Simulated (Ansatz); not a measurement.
FeB₄: pressure against volume

FeB₄, Pnnm, a = 4.464 Å, b = 5.259 Å, c = 2.990 Å. The structure is a COD entry; whether it is the stable form wasn't checked. Ansatz: PBEsol, PAW, 420 eV, Γ-centred 8×8×12 mesh on 10 atoms, Gaussian smearing 0.10 eV; no spin polarisation. Shape and atoms are relaxed at each volume; pressure is positive in compression.

| V (Å³/atom) | P (GPa) |
| --- | --- |
| 6.178 | ? |
| 6.389 | 32.02 |
| 6.599 | 19.71 |
| 6.810 | 9.12 |
| 7.020 | 0.00 |
| 7.231 | -7.87 |
| 7.442 | -14.64 |
| 7.723 | -22.21 |

Take V0 = 7.020 Å³/atom, fit the third-order Birch–Murnaghan form to the other rows, and predict the missing pressure.

With the Eulerian strain f = ½[(V0/V)^(2/3) − 1] and y = P/[3f(1 + 2f)^(5/2)], the form is the line y = B0 + 1.5 B0 (B0′ − 4) f. Rows (f, y): 0.03240, 281.6; 0.02105, 281.5; 0.01023, 282.5; -0.00977, 282.1; -0.01909, 281.8; -0.03082, 281.6. Means f = 0.0006667, y = 281.85; Σ(Δf)² = 0.003005, ΣΔfΔy = -0.002601; the slope is their ratio. y = 281.9 − 0.8657 f GPa, so B0 = 281.9 GPa and B0′ = 4 + 2 × (-0.8657)/(3 × 281.9) = 4.00. At V = 6.178, f = 0.04446, y = 281.86 and P = 46.52 GPa. The run gave 46.33 GPa, so the fit is 0.19 GPa too high, a small miss on the scale of the series.

Spin polarisation was left out, and a magnetic state may lie lower.